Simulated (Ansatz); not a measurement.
Method: Ansatz, DFT PBE, scalar-relativistic, plane waves, PAW. All cells share a 420 eV cutoff and Γ-centred k meshes spaced at most about 0.3 Å⁻¹ (about 0.25 or finer for metals, 2π included). No spin polarisation in the final relaxations.

Temperature and zero-point effects are left out.

Two forms of Te2I3 were relaxed alike.

A.

```cif
data_structure
_symmetry_space_group_name_H-M 'P4mm'
_symmetry_Int_Tables_number 99
_cell_length_a 5.0826
_cell_length_b 5.0826
_cell_length_c 8.4853
_cell_angle_alpha 90.000
_cell_angle_beta 90.000
_cell_angle_gamma 90.000
_cell_volume 219.20
loop_
_atom_site_label
_atom_site_type_symbol
_atom_site_symmetry_multiplicity
_atom_site_Wyckoff_symbol
_atom_site_fract_x
_atom_site_fract_y
_atom_site_fract_z
_atom_site_occupancy
Te1 Te 2 c 0.50000 0.00000 0.94574 1
I1 I 2 c 0.50000 0.00000 0.63008 1
I2 I 1 b 0.50000 0.50000 0.26410 1
```

B.

```cif
data_structure
_symmetry_space_group_name_H-M 'R32:H'
_symmetry_Int_Tables_number 155
_cell_length_a 8.0809
_cell_length_b 8.0809
_cell_length_c 14.5413
_cell_angle_alpha 90.000
_cell_angle_beta 90.000
_cell_angle_gamma 120.000
_cell_volume 822.35
loop_
_atom_site_label
_atom_site_type_symbol
_atom_site_symmetry_multiplicity
_atom_site_Wyckoff_symbol
_atom_site_fract_x
_atom_site_fract_y
_atom_site_fract_z
_atom_site_occupancy
Te1 Te 6 c 0.33333 0.66667 0.99788 1
I1 I 9 d 0.92901 0.33333 0.33333 1
```

Question: Which form is favoured at zero pressure, and by what margin per atom?

Answer: A is lower, by 169 meV/atom. A has space group P4mm (No. 99), 43.8 Å³/atom and no gap on its mesh; B has space group R32 (No. 155), 54.8 Å³/atom and no gap. Counting I atoms around Te (those within 1.25 times the shortest such distance or 1.15 times the sum of covalent radii), A has Te 1 and B has Te 3. Even the lower one lies +0.14 eV/atom against the reference forms of the elements (uncorrected), so neither is stable at this level. Both come from invented guesses. A third cell relaxed alike, in R-3m, lies 85 meV/atom below the lower of the two.

No dispersion correction is applied, so the spacing and binding between layers, chains or molecules are poorly described (P4mm, R32), and this can change margins and order among such cells. These runs have no spin–orbit coupling, which can matter for I and Te. In P4mm, R32 an odd number of electrons in the primitive cell allows no gap without spin; a larger cell or a magnetic state could open one. A magnetic state wasn't ruled out in cells without spin, among them P4mm, R32. Cells relaxed within their symmetry can be saddle points.
